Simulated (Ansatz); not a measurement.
Consider the following.

CuAu:
```yaml
crystal:
  lattice:
    - [7.82481, 0.00000, 0.00000]
    - [0.00000, 3.81194, 0.00000]
    - [-0.03368, 0.00000, 7.84571]
  atoms:
    - { symbol: Cu, position: [0.00342, 0.00000, 0.98986] }
    - { symbol: Au, position: [0.77207, 0.50000, 0.98421] }
    - { symbol: Cu, position: [0.00666, 0.50000, 0.25128] }
    - { symbol: Au, position: [0.77318, 0.00000, 0.25134] }
    - { symbol: Au, position: [0.49618, 0.00000, 0.99899] }
    - { symbol: Au, position: [0.22818, 0.50000, 0.00069] }
    - { symbol: Au, position: [0.49119, 0.50000, 0.26437] }
    - { symbol: Cu, position: [0.23307, 0.00000, 0.25324] }
    - { symbol: Cu, position: [0.00265, 0.00000, 0.50925] }
    - { symbol: Au, position: [0.76611, 0.50000, 0.51251] }
    - { symbol: Cu, position: [0.00551, 0.50000, 0.74760] }
    - { symbol: Cu, position: [0.76437, 0.00000, 0.74694] }
    - { symbol: Cu, position: [0.49544, 0.00000, 0.50215] }
    - { symbol: Au, position: [0.23095, 0.50000, 0.50097] }
    - { symbol: Au, position: [0.49492, 0.50000, 0.73835] }
    - { symbol: Cu, position: [0.23611, 0.00000, 0.74827] }
```

This is the r²SCAN-relaxed structure.

All from r²SCAN (plane waves, PAW; program Ansatz), unless another level is named. Estimate the density of states at the Fermi level.

0.27 states/eV per atom (mean over ±0.08 eV).

And the formation energy from the elements (no fitted shifts)?

-0.028 eV/atom.

Space group Pm. The start of the workflow was typed in or built on a structure type; neither database checked (COD, Materials Project) lists it. It is not the phase usual at ambient conditions (space group No. 123). Symmetry was held in the r²SCAN relaxation; its stability against distortions is not shown here. No spin polarisation was allowed. The references are the lowest solids computed at this level, not always the standard phases. Spin–orbit coupling is left out wherever it is not named.

Potentials: the earlier of the program's two PAW sets. The files were generated under PBE; for other functionals the program regenerates the frozen cores, and for LDA and PBEsol the local potential too.
